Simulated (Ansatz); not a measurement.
## Sc (bcc): energy against volume

All numbers below come from Ansatz, DFT, PBEsol, plane waves (420 eV) with PAW, scalar-relativistic. (PAW data from PBE, frozen cores regenerated.)

The cell is scaled uniformly from the relaxed one, with fractional coordinates and shape fixed. Energies are extrapolated to zero smearing, pressures are those at the given smearing. Magnetic state: spin not included.

A Birch-Murnaghan fit gives V₀ = 23.86 Å³/atom, B₀ = 55 GPa, B₀′ = 3.1.

Problem. What are the energy above the minimum and the pressure at 22.026 Å³/atom?

Solution. 27.1 meV/atom and 5.21 GPa as computed.

Problem. What are the energy above the minimum and the pressure at 22.984 Å³/atom?

Solution. 5.8 meV/atom and 2.39 GPa as computed.

Problem. What are the energy above the minimum and the pressure at 25.857 Å³/atom?

Solution. 26.0 meV/atom and -3.75 GPa as computed.
